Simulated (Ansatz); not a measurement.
Kick test of a cell of Sc₃BP₂

The structure comes from a generated guess, relaxed at this level; another structure or a mixture of phases may lie lower.

These are results of DFT PBE, scalar-relativistic, plane waves, PAW (Ansatz 0.2.0), not measurements. Settings: cutoff 420 eV, Γ-centred mesh 12×12×12 on the computed 6-atom cell, Gaussian smearing of 0.10 eV; no spin polarisation.

The cell below (6 atoms, space group R-3m (No. 166)) is relaxed within its symmetry.

```xyz
6
Lattice="1.9148 1.1055 8.1846 -1.9148 1.1055 8.1846 0.0000 -2.2111 8.1846" Properties=species:S:1:pos:R:3 pbc="T T T"
Sc    0.0000    0.0000   12.2769
Sc    0.0000    0.0000    7.0113
Sc    0.0000    0.0000   17.5424
B     0.0000    0.0000    0.0000
P     0.0000    0.0000    2.5894
P     0.0000    0.0000   21.9643
```

For the test a repeat of it with 12 atoms (edges 3.83, 6.63, 8.48 Å) was strained at random (σ = 1.5 % a component), the atoms were moved at random (σ = 0.10 Å), and all was relaxed again on a coarse 6×4×6 mesh (in the run’s order of axes) with 0.20 eV smearing, with no symmetry imposed.

Question: Is the structure stable against such a distortion?

Answer: It doesn't return. The energy falls by 34 meV/atom on that mesh, the volume changes by 0.1 %, and the end has space group C2/m (No. 12) at a loose tolerance. Relaxed again on an 8×8×6 mesh with 0.10 eV smearing, the new structure lies 34 meV/atom below the first (mesh in the axes of the run's cell; the cell below is made exact in the group named). Space group C2/m (No. 12), monoclinic, a = 16.747 Å, b = 3.782 Å, c = 6.640 Å, β = 98.3°. Sc on a site of symmetry 2/m is surrounded by 4 P at 2.61 Å and 2 P at 2.81 Å; Sc on a second site of symmetry 2/m is surrounded by 2 P at 2.57 Å and 4 P at 2.74 Å; B has 1 P at 2.06 Å and 6 Sc at 2.45–2.64 Å; P on its first site has 6 Sc at 2.57–2.65 Å; 3 more sites not described.

```
CELL_PARAMETERS angstrom
8.37333 -1.89113 0.00000
8.37333 1.89113 0.00000
-0.95495 0.00000 6.57089
ATOMIC_POSITIONS crystal
Sc 0.50000 0.50000 0.00000
Sc 0.00000 0.00000 0.50000
Sc 0.17527 0.17527 0.92368
Sc 0.68116 0.68116 0.37434
Sc 0.82473 0.82473 0.07632
Sc 0.31884 0.31884 0.62566
B 0.72513 0.72513 0.74269
B 0.27487 0.27487 0.25731
P 0.91646 0.91646 0.79616
P 0.39898 0.39898 0.30385
P 0.08354 0.08354 0.20384
P 0.60102 0.60102 0.69615
```
